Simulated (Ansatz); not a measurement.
Relaxed AlCo (CsCl type):

```xyz
2
Lattice="2.8521 0.0000 0.0000 0.0000 2.8521 0.0000 0.0000 0.0000 2.8521" Properties=species:S:1:pos:R:3 pbc="T T T"
Al     0.0000     0.0000     0.0000
Co     1.4260     1.4260     1.4260
```

In this cell atom 2 (Co, nearest neighbour Al at 2.470 Å; its periodic images, 2.9 Å or more away, move with it) is moved by s along Cartesian [111], unit vector (0.577, 0.577, 0.577); all other atoms and the cell stay fixed.

The numbers are results of PBE (plane waves to 420 eV, PAW, scalar-relativistic; Ansatz, a program for electronic structure), not measurements. k mesh 13×13×13 (Γ-centred), Fermi-Dirac smearing 0.05 eV. The energy includes the smearing's −TS. With partly filled bands, energies and forces of such displacements shift with the k mesh and the smearing. AlCo is run without spin polarisation. AlCo was relaxed with its symmetry unable to fall. The zero of ΔE is the undisplaced structure.

Q: Estimate the ΔE (eV/cell) for s (Å) = -0.490, -0.392, -0.294, -0.196, 0.098, 0.196, 0.294, 0.490.

A: 
```json
[
 {"s (Å)": "-0.490", "ΔE (eV/cell)": "1.111"},
 {"s (Å)": "-0.392", "ΔE (eV/cell)": "0.652"},
 {"s (Å)": "-0.294", "ΔE (eV/cell)": "0.342"},
 {"s (Å)": "-0.196", "ΔE (eV/cell)": "0.145"},
 {"s (Å)": "0.098", "ΔE (eV/cell)": "0.035"},
 {"s (Å)": "0.196", "ΔE (eV/cell)": "0.145"},
 {"s (Å)": "0.294", "ΔE (eV/cell)": "0.342"},
 {"s (Å)": "0.490", "ΔE (eV/cell)": "1.111"}
]
```

(A displaced cell: forces are minus the slopes of the energy, force constants its curvatures, and phonons follow from these.)
